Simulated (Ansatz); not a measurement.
Step by step: CsK, relaxation of cell and atoms

Level of theory: DFT, r2SCAN, PAW with Ansatz's default frozen-core files, scalar-relativistic in Ansatz 0.2.0.

Command: `ansatz run input.yaml --threads 1 --pin off --max-ram 2048MiB --backend cpu --events-out ev --progress --plain --runs-dir out` The run took 4.1 min on 1 thread of AMD EPYC 7R43 64-Core Processor (Zen 3) (shared host), peak memory 0.99 GiB.

```yaml
crystal:
  lattice:
    - [3.6611707153, 0.0, 0.0]
    - [0.0, 3.6611707153, 0.0]
    - [0.0, 0.0, 4.9791921728]
  atoms:
    - { symbol: Cs, position: [0.0, 0.0, 0.0] }
    - { symbol: K, position: [0.5, 0.5, 0.5] }
kpoints:
  mp_grid: { grid: [11, 11, 8] }
scf:
  occupations: { method: fermi_dirac, width: 0.03 }
hamiltonian:
  xc: r2scan
  pseudopotentials: { kind: paw }
output:
  forces: true
  stress: true
relax:
  f_tol: 0.005
  max_steps: 80
  cell: {}
```

No spin–orbit coupling, which matters for the heavy atoms here.

The cell is built from the L10 type as a first guess.

The cutoff is 500 eV; energies and pressures of the walk include the program's estimate of the Pulay term. The PAW files were made with PBE; their cores are remade for this functional.

Each frame lists the cell vectors (Å), then Cartesian positions (Å); symmetry keeps all forces zero. Free energies count from the first step, -7225.9759 eV.

The walk took 17 evaluations in all; steps that aren't listed are left out.

Step 1: E = 0.0 meV, P = 11.61 GPa

```
cell 3.6612 0.0000 0.0000 0.0000 3.6612 0.0000 0.0000 0.0000 4.9792
Cs    0.0000    0.0000    0.0000
K     1.8306    1.8306    2.4896
```

Step 2: E = -578.1 meV, P = 9.15 GPa

```
cell 3.8018 0.0000 0.0000 0.0000 3.8018 0.0000 0.0000 0.0000 5.2272
Cs    0.0000    0.0000    0.0000
K     1.9009    1.9009    2.6136
```

Step 3: E = -1053.3 meV, P = 6.83 GPa

```
cell 3.9431 0.0000 0.0000 0.0000 3.9431 0.0000 0.0000 0.0000 5.4700
Cs    0.0000    0.0000    0.0000
K     1.9716    1.9716    2.7350
```

Step 4: E = -1447.2 meV, P = 4.88 GPa

```
cell 4.0975 0.0000 0.0000 0.0000 4.0975 0.0000 0.0000 0.0000 5.7132
Cs    0.0000    0.0000    0.0000
K     2.0488    2.0488    2.8566
```

Step 5: E = -1764.8 meV, P = 3.44 GPa

```
cell 4.2636 0.0000 0.0000 0.0000 4.2636 0.0000 0.0000 0.0000 5.9559
Cs    0.0000    0.0000    0.0000
K     2.1318    2.1318    2.9780
```

Step 6: E = -2008.7 meV, P = 2.21 GPa

```
cell 4.4415 0.0000 0.0000 0.0000 4.4415 0.0000 0.0000 0.0000 6.1998
Cs    0.0000    0.0000    0.0000
K     2.2208    2.2208    3.0999
```

Step 7: E = -2168.8 meV, P = 1.29 GPa

```
cell 4.6198 0.0000 0.0000 0.0000 4.6198 0.0000 0.0000 0.0000 6.4284
Cs    0.0000    0.0000    0.0000
K     2.3099    2.3099    3.2142
```

Step 8: E = -2256.0 meV, P = 0.50 GPa

```
cell 4.7983 0.0000 0.0000 0.0000 4.7983 0.0000 0.0000 0.0000 6.6504
Cs    0.0000    0.0000    0.0000
K     2.3991    2.3991    3.3252
```

Step 9: E = -2274.3 meV, P = -0.02 GPa

```
cell 4.9304 0.0000 0.0000 0.0000 4.9304 0.0000 0.0000 0.0000 6.8063
Cs    0.0000    0.0000    0.0000
K     2.4652    2.4652    3.4032
```

Step 10: E = -2274.3 meV, P = 0.00 GPa

```
cell 4.9276 0.0000 0.0000 0.0000 4.9276 0.0000 0.0000 0.0000 6.7956
Cs    0.0000    0.0000    0.0000
K     2.4638    2.4638    3.3978
```

Step 11: E = -2274.4 meV, P = 0.01 GPa

```
cell 4.9291 0.0000 0.0000 0.0000 4.9291 0.0000 0.0000 0.0000 6.7851
Cs    0.0000    0.0000    0.0000
K     2.4646    2.4646    3.3925
```

Step 12: E = -2274.4 meV, P = 0.01 GPa

```
cell 4.9357 0.0000 0.0000 0.0000 4.9357 0.0000 0.0000 0.0000 6.7665
Cs    0.0000    0.0000    0.0000
K     2.4679    2.4679    3.3832
```

Step 13: E = -2356.3 meV, P = 0.56 GPa (the cell of the step before, solved again on a basis chosen afresh, hence the jump)

Step 14: E = -2382.5 meV, P = 0.36 GPa

```
cell 5.0186 0.0000 0.0000 0.0000 5.0186 0.0000 0.0000 0.0000 6.9122
Cs    0.0000    0.0000    0.0000
K     2.5093    2.5093    3.4561
```

Step 15: E = -2403.6 meV, P = 0.08 GPa

```
cell 5.1586 0.0000 0.0000 0.0000 5.1586 0.0000 0.0000 0.0000 7.1525
Cs    0.0000    0.0000    0.0000
K     2.5793    2.5793    3.5762
```

(1) How does the relaxation end?

Answers

(1) It converges, with a = 5.203 Å, b = 5.203 Å, c = 7.234 Å, α = 90.00°, β = 90.00°, γ = 90.00° (conventional cell, space group P4/mmm). The last solve (on a basis chosen afresh for the final cell, so its energy is not quite comparable) gives E = -2405.6 meV, P = 0.01 GPa:
```
cell 5.2027 0.0000 0.0000 0.0000 5.2027 0.0000 0.0000 0.0000 7.2342
Cs    0.0000    0.0000    0.0000
K     2.6013    2.6013    3.6171
```
